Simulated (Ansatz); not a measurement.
All numbers below come from DFT PBE, scalar-relativistic, plane waves, PAW in Ansatz. All cells share a 420 eV cutoff and Γ-centred k meshes spaced about 0.3 Å⁻¹ or finer (0.25 for metals, 2π included). These runs have no spin polarisation.

Temperature and zero-point effects are left out.

Two relaxed structures of TiMoSe4:

A.

Space group P-3m1 (No. 164). a = 3.424 Å, b = 3.424 Å, c = 13.711 Å, α = 90.00°, β = 90.00°, γ = 120.00°
| atom | site | symmetry | x | y | z |
| --- | --- | --- | --- | --- | --- |
| Ti | 1a | -3m. | 0.0000 | 0.0000 | 0.0000 |
| Mo | 1b | -3m. | 0.0000 | 0.0000 | 0.5000 |
| Se | 2d | 3m. | 0.6667 | 0.3333 | 0.8833 |
| Se | 2d | 3m. | 0.6667 | 0.3333 | 0.3798 |

B.

Space group P-6m2 (No. 187). a = 3.402 Å, b = 3.402 Å, c = 14.370 Å, α = 90.00°, β = 90.00°, γ = 120.00°
```
atom  site  symmetry       x       y       z
  Ti    1f      -6m2  0.6667  0.3333  0.5000
  Mo    1e      -6m2  0.6667  0.3333  0.0000
  Se    2h       3m. 0.3333  0.6667  0.6143
  Se    2g       3m. 0.0000  0.0000  0.8858
```

Question: Which form is favoured at zero pressure, and by what margin per atom?

Answer: B is lower, by 63 meV/atom. A has space group P-3m1 (No. 164), 23.2 Å³/atom and no gap on its mesh; B has space group P-6m2 (No. 187), 24.0 Å³/atom and no gap. In A, Ti is surrounded by 6 Se at 2.54 Å; Mo has 6 Se at 2.57 Å; around Se on its first site lie 3 Ti at 2.54 Å; 1 more site not described. In B, Ti is surrounded by 6 Se at 2.56 Å; Mo has 6 Se at 2.56 Å; around Se on its first site lie 3 Ti at 2.56 Å; 1 more site not described. Both come from trial cells of a structure search, whose lowest cell (P3m1, 24.4 Å³/atom) lies 54 meV/atom below the lower of the two.

No dispersion correction is applied, so the spacing and binding between layers, chains or molecules are poorly described (P-3m1, P-6m2), and this can change margins and order among such cells. Trial moments fell under 0.15 μB along the way in P-3m1 and P-6m2; another start might hold them. Cells relaxed within their symmetry can be saddle points. Some structure types and database cells were kept out of the candidates from the start, so a known form may be missing.
